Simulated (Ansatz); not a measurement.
Values for one crystal, relaxed and computed with LDA in the plane-wave PAW code Ansatz; other levels are named.

```yaml
volume_per_atom: 12.86 Å³
electronic_character: metallic (no gap)
Formation energy from the elements (no fitted shifts): -0.43 eV/atom
Density of states at the Fermi level: 0.45 states/eV per atom (mean over ±0.08 eV)
```

Question: Pick the material that matches.
(A) ScCu, CsCl type
(B) Zr3Ag, Cu3Au type
(C) La3In, Cu3Au type
(D) TiNi, P2_1/m (Ti on 2e, Ni on 2e)

Answer: D, TiNi, P2_1/m (Ti on 2e, Ni on 2e)

The workflow started from a Materials Project entry (that database holds measured and hypothetical structures alike); the Crystallography Open Database files this formula in space group No. 11, but the cells were not matched. Its standing as an ambient phase is unchecked. Symmetry was held in the LDA relaxation; its stability against distortions is not shown here. The run is not spin-polarised. The references are the lowest solids computed at this level, not always the standard phases.

Potentials: the later of the program's two PAW sets.
